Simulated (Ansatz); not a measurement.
Tc:
```
CELL_PARAMETERS angstrom
      2.73566     0.00000     0.00000
     -1.36783     2.36915     0.00000
      0.00000     0.00000     8.77145
ATOMIC_POSITIONS crystal
  Tc 0.00000 0.00000 0.00000
  Tc 0.00000 0.00000 0.50000
  Tc 0.33333 0.66667 0.25000
  Tc 0.66667 0.33333 0.75000
```

Relaxed with r²SCAN. Special points in fractions of this cell's reciprocal vectors: Γ (0.000, 0.000, 0.000); M (0.500, 0.000, 0.000); K (0.333, 0.333, 0.000); A (0.000, 0.000, 0.500); L (0.500, 0.000, 0.500); H (0.333, 0.333, 0.500).

### Question
List the band energies nearest the Fermi level at these points for the program Ansatz at the r²SCAN level (PAW).

### Answer
In eV from the Fermi level; about four levels below and three above (degenerate sets whole), none deeper than 8.9 eV; points with the same levels are listed once.

```tsv
k	below	above
Γ	-1.34 -1.34 -1.24 -1.24	0.30 0.30 1.05 1.05
M	-2.52 -2.10 -1.61 -0.68	0.06 0.07 2.06
K	-2.02 -2.02 -1.97 -0.14 -0.14	1.31 1.31 2.35
A	-1.57 -1.57 -1.57 -1.57 -0.11 -0.11	0.77 0.77 0.77 0.77
L	-1.52 -1.52 -0.13 -0.13	0.58 0.58 2.16 2.16
H	-2.04 -2.04 -0.13 -0.13	0.84 0.84 2.54 2.54
```

Space group P6_3/mmc (dhcp (α-La type)). The first step of the workflow began from a Materials Project structure, measured or hypothetical. Its sites differ from those of the usual phase in this space group: another stacking or structure type. The cell was relaxed with r²SCAN under the symmetry of its start; its stability against distortions is not shown here. The run is not spin-polarised. Spin–orbit coupling is left out wherever it is not named.

Potentials: the later of the program's two PAW sets.
